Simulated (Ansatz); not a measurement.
BP (zinc blende, F-43m), a = b = c = 4.536 Å, α = β = γ = 90.00°; the cell used has 2 atoms.

Relaxed with r²SCAN.

**Question.** Decompose the optical modes at the zone centre into irreducible representations, and say which are infrared and Raman allowed.

**Answer.** Point group -43m: Γ_opt = T2. Infrared: T2. Raman: T2.

**Question.** Assign frequencies (DFPT, plane-wave PAW r²SCAN (Ansatz code); without the LO–TO term).

**Answer.** T2 819 cm⁻¹.

The r²SCAN relaxation kept the symmetry of its start; phonons on a q-mesh show no instability.

Potentials: the earlier of the program's two PAW sets.
